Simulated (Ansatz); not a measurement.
Starting structure of a cell relaxation (symmetry kept):

```yaml
crystal:
  lattice:
    - [0.00000, 2.70200, 2.70200]
    - [2.70200, 0.00000, 2.70200]
    - [2.70200, 2.70200, 0.00000]
  atoms:
    - { symbol: Zn, position: [0.25000, 0.25000, 0.25000] }
    - { symbol: S, position: [0.00000, 0.00000, 0.00000] }
```

All numbers below come from DFT r2SCAN, scalar-relativistic, plane waves, PAW in Ansatz.

Plane waves to 500 eV, a k mesh through Γ of 8×8×8 on the computed 2-atom cell and Gaussian smearing (0.02 eV); no spin polarisation.

Task: What does it relax to?

Result: The volume goes down by 0.16 Å³/atom to 19.56 Å³/atom, and the energy falls by 0.3 meV/atom. Final structure:
```xyz
2
Lattice="0.0000 2.6945 2.6945 2.6945 0.0000 2.6945 2.6945 2.6945 0.0000" Properties=species:S:1:pos:R:3 pbc="T T T"
Zn    1.3473    1.3473    1.3473
S     0.0000    0.0000    0.0000
```

Cost: 1 run of about 0.41 core-minutes, on AMD EPYC 7R43 (Zen 3) (shared hosts).